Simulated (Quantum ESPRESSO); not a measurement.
# Ti6ZrTa: input and log of a self-consistent run

Simulated, not a measurement. The program is pw.x of Quantum ESPRESSO 7.5 (plane-wave density functional theory). The cell is made up: eight metal atoms on a hexagonal close-packed lattice, with elements, volume, strain and displacements drawn at random and not relaxed, so it may be unstable or far from any real phase. PseudoDojo standard norm-conserving files set the functional (PBE unless stated); there is no spin polarisation or spin-orbit coupling, the Fermi-Dirac width of 0.25 eV means electrons at about 2900 K, and the masses in the input are unused placeholders. Heavy elements are run without spin-orbit coupling, which real alloys of them have. A spin test at this wide smearing found no moment, but such smearing suppresses magnetism that the real alloy may have.

Input:

```
&control calculation='scf', pseudo_dir='./dojo.nc.sr.pbe.v0_5.standard.upf', outdir='./o', disk_io='minimal', tprnfor=.true., tstress=.true. /
&system ibrav=0, nat=8, ntyp=3, nbnd=67, ecutwfc=84.00895049, nosym=.true., tot_charge=0,
 occupations='smearing', smearing='fd', degauss=0.0183746611
/
&electrons conv_thr=1.470e-08, electron_maxstep=70, mixing_beta=0.5 /
ATOMIC_SPECIES
Ta 1.0 Ta.upf
Ti 1.0 Ti.upf
Zr 1.0 Zr.upf
CELL_PARAMETERS angstrom
-2.8587 -0.0382 -0.0445
0.0662 5.0211 -0.0047
1.2476 -2.4824 -9.6786
ATOMIC_POSITIONS angstrom
Ti -0.0149 0.0554 0.0266
Ti -0.0052 1.5916 -2.4345
Ti -0.0574 0.0215 -4.9442
Zr -0.0391 1.6081 -7.2458
Ti -1.3377 2.4154 -0.0292
Ta -1.3066 4.1669 -2.2718
Ti -1.4337 2.531 -4.8233
Ti -1.5977 -0.8875 -7.281
K_POINTS automatic
8 5 3 1 1 1
```

The log is shortened where brackets say so; the opening notice, blank lines, dates and the lines on written files are dropped, and the path of the files is cut. It prints rydbergs, bohrs and kilobars, and counts compression as positive stress. Its total energy is the free energy E - TS of the whole cell.

```
     Program PWSCF v.7.5
     Parallel version (MPI & OpenMP), running on       4 processor cores
     Number of MPI processes:                 4
     Threads/MPI process:                     1
     [start-up lines left out]
     bravais-lattice index     =            0
     lattice parameter (alat)  =       5.4033  a.u.
     unit-cell volume          =     939.5034 (a.u.)^3
     number of atoms/cell      =            8
     number of atomic types    =            3
     number of electrons       =        97.00
     number of Kohn-Sham states=           67
     kinetic-energy cutoff     =      84.0090  Ry
     charge density cutoff     =     336.0358  Ry
     scf convergence threshold =      1.5E-08
     mixing beta               =       0.5000
     number of iterations used =            8  plain     mixing
     Exchange-correlation= PBE
                           (   1   4   3   4   0   0   0)
     [axes and pseudopotential details left out]
   Cartesian axes
     site n.     atom                  positions (alat units)
         1        Ti     tau(   1) = (  -0.0052111   0.0193754   0.0093030  )
         2        Ti     tau(   2) = (  -0.0018186   0.5566394  -0.8514317  )
         3        Ti     tau(   3) = (  -0.0200748   0.0075193  -1.7291636  )
         4        Zr     tau(   4) = (  -0.0136747   0.5624101  -2.5341154  )
         5        Ti     tau(   5) = (  -0.4678415   0.8447518  -0.0102123  )
         6        Ta     tau(   6) = (  -0.4569647   1.4573140  -0.7945297  )
         7        Ti     tau(   7) = (  -0.5014162   0.8851812  -1.6868805  )
         8        Ti     tau(   8) = (  -0.5587728  -0.3103905  -2.5464261  )
     number of k points=    60  Fermi-Dirac smearing, width (Ry)=  0.0184
                       cart. coord. in units 2pi/alat
        k(    1) = (  -0.0621626   0.0576979  -0.0720490), wk =   0.0333333
        k(    2) = (  -0.0652244   0.0579222   0.1244489), wk =   0.0333333
     [further k points left out]
     Dense  grid:    97747 G-vectors     FFT dimensions: (  32,  60, 120)
     Estimated max dynamical RAM per process >     353.24 MB
     Estimated total dynamical RAM >       1.31 GB
     Initial potential from superposition of free atoms
     starting charge      96.9872, renormalised to      97.0000
     Starting wfcs are   80 randomized atomic wfcs
     total cpu time spent up to now is        7.7 secs
     per-process dynamical memory:   284.7 Mb
     Self-consistent Calculation
     iteration #  1     ecut=    84.01 Ry     beta= 0.50
     Davidson diagonalization with overlap
     ethr =  1.00E-02,  avg # of iterations =  2.9
     total cpu time spent up to now is       23.9 secs
     total energy              =    -942.95162728 Ry
     estimated scf accuracy    <       1.17794056 Ry
     iteration #  2     ecut=    84.01 Ry     beta= 0.50
     Davidson diagonalization with overlap
     ethr =  1.21E-03,  avg # of iterations =  7.8
     total cpu time spent up to now is       50.8 secs
     total energy              =    -940.00064197 Ry
     estimated scf accuracy    <     115.80414265 Ry
     iteration #  3     ecut=    84.01 Ry     beta= 0.50
     Davidson diagonalization with overlap
     ethr =  1.21E-03,  avg # of iterations =  8.8
     total cpu time spent up to now is       74.2 secs
     total energy              =    -943.37962501 Ry
     estimated scf accuracy    <       6.24068863 Ry
     iteration #  4     ecut=    84.01 Ry     beta= 0.50
     Davidson diagonalization with overlap
     ethr =  1.21E-03,  avg # of iterations =  5.4
     total cpu time spent up to now is       91.3 secs
     total energy              =    -943.57087784 Ry
     estimated scf accuracy    <       3.99392974 Ry
     iteration #  5     ecut=    84.01 Ry     beta= 0.50
     Davidson diagonalization with overlap
     ethr =  1.21E-03,  avg # of iterations =  1.5
     total cpu time spent up to now is      104.5 secs
     total energy              =    -943.68543099 Ry
     estimated scf accuracy    <       0.19756022 Ry
     [iterations 6 to 18 left out]
     iteration # 19     ecut=    84.01 Ry     beta= 0.50
     Davidson diagonalization with overlap
     ethr =  1.02E-09,  avg # of iterations =  5.9
     total cpu time spent up to now is      338.9 secs
     total energy              =    -943.71718739 Ry
     estimated scf accuracy    <       0.00000540 Ry
     iteration # 20     ecut=    84.01 Ry     beta= 0.50
     Davidson diagonalization with overlap
     ethr =  1.02E-09,  avg # of iterations =  3.9
     total cpu time spent up to now is      354.0 secs
     total energy              =    -943.71718769 Ry
     estimated scf accuracy    <       0.00000019 Ry
     iteration # 21     ecut=    84.01 Ry     beta= 0.50
     Davidson diagonalization with overlap
     ethr =  1.99E-10,  avg # of iterations =  6.3
     total cpu time spent up to now is      373.1 secs
     total energy              =    -943.71718769 Ry
     estimated scf accuracy    <       0.00000084 Ry
     iteration # 22     ecut=    84.01 Ry     beta= 0.50
     Davidson diagonalization with overlap
     ethr =  1.99E-10,  avg # of iterations =  3.0
     total cpu time spent up to now is      387.3 secs
     total energy              =    -943.71718774 Ry
     estimated scf accuracy    <       0.00000004 Ry
     iteration # 23     ecut=    84.01 Ry     beta= 0.50
     Davidson diagonalization with overlap
     ethr =  3.81E-11,  avg # of iterations =  5.6
     total cpu time spent up to now is      404.6 secs
     End of self-consistent calculation
     [lines on levels left out]
!    total energy              =    -943.71718774 Ry
     estimated scf accuracy    <          5.9E-09 Ry
     smearing contrib. (-TS)   =      -0.17057329 Ry
     internal energy E=F+TS    =    -943.54661445 Ry
     The total energy is F=E-TS. E is the sum of the following terms:
     one-electron contribution =    -268.71557349 Ry
     hartree contribution      =     172.31050999 Ry
     xc contribution           =    -154.70933896 Ry
     ewald contribution        =    -692.43221199 Ry
     convergence has been achieved in  23 iterations
     Forces acting on atoms (cartesian axes, Ry/au):
     atom    1 type  2   force =     0.01274432   -0.00984613    0.00264965
     atom    2 type  2   force =     0.01170596    0.01349488   -0.00331092
     atom    3 type  2   force =    -0.00635755   -0.00975290    0.04399839
     atom    4 type  3   force =    -0.00870638    0.01445550   -0.00474406
     atom    5 type  2   force =    -0.01694814    0.01403120   -0.00374151
     atom    6 type  1   force =    -0.00428103   -0.01852406   -0.04434169
     atom    7 type  2   force =    -0.00347303    0.01209344    0.01788811
     atom    8 type  2   force =     0.01531584   -0.01595194   -0.00839798
     Total force =     0.082697     Total SCF correction =     0.000208
     Computing stress (Cartesian axis) and pressure
          total   stress  (Ry/bohr**3)                   (kbar)     P=       79.80
   0.00062888  -0.00008548  -0.00002355           92.51      -12.57       -3.46
  -0.00008548   0.00063961  -0.00001980          -12.57       94.09       -2.91
  -0.00002355  -0.00001980   0.00035902           -3.46       -2.91       52.81
     init_run     :      7.21s CPU      7.43s WALL (       1 calls)
     electrons    :    395.94s CPU    396.93s WALL (       1 calls)
     forces       :      1.89s CPU      1.91s WALL (       1 calls)
     stress       :      6.49s CPU      6.50s WALL (       1 calls)
     [timing details left out]
     PWSCF        :   6m51.79s CPU   6m53.05s WALL
     JOB DONE.
```

In other units: free energy -12839.926 eV for the cell, pressure 7.98 GPa, largest force component 1.140 eV/Å in size. The run took 415 s of wall time with four MPI processes on a shared machine (Intel Xeon, 2023 or later, virtual cores), so the time is rough. A rerun of this cell at a higher cutoff and on a denser mesh moved values by no more than 0.003 eV in energy, 0.02 GPa in stress and 0.003 eV/Å in force, and a second program with other atomic files agreed on that cell to 2 % rms in force and 0.5 GPa in pressure.